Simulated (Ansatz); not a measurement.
Phonons of a relaxed structure of KI by density-functional perturbation theory (low response-accuracy setting, no LO–TO term) at Γ and zone-boundary points with q components 0 or ½ of the primitive reciprocal vectors. These are PBE (plane waves to 420 eV, PAW, scalar-relativistic; Ansatz, a quantum-chemistry and plane-wave program) values and carry that method's errors. Γ-centred k-mesh 6×6×6, Fermi–Dirac smearing 0.05 eV.

```yaml
crystal:
  lattice:
    - [0.00000, 3.59063, 3.59063]
    - [3.59063, 0.00000, 3.59063]
    - [3.59063, 3.59063, 0.00000]
  atoms:
    - { symbol: I, position: [0.00000, 0.00000, 0.00000] }
    - { symbol: K, position: [0.50000, 0.50000, 0.50000] }
```

Space group Fm-3m (No. 225), rock salt type.

### Question
Is this structure dynamically stable at those wavevectors?

### Answer
No instability shows at these points (nothing beyond 15i cm⁻¹, the threshold used here). Other wavevectors were not sampled, so this does not prove stability.

### Question
Give the phonon wavenumbers.

### Answer
```
q            wavenumbers (cm⁻¹; i marks imaginary)
-----------  -------------------------------------
Γ                                  0 (×3), 88 (×3)
L (½, 0, 0)              46 (×2), 63, 80 (×2), 120
X (½, ½, 0)               30 (×2), 50, 91 (×2), 96
```

No spin polarisation in the result.
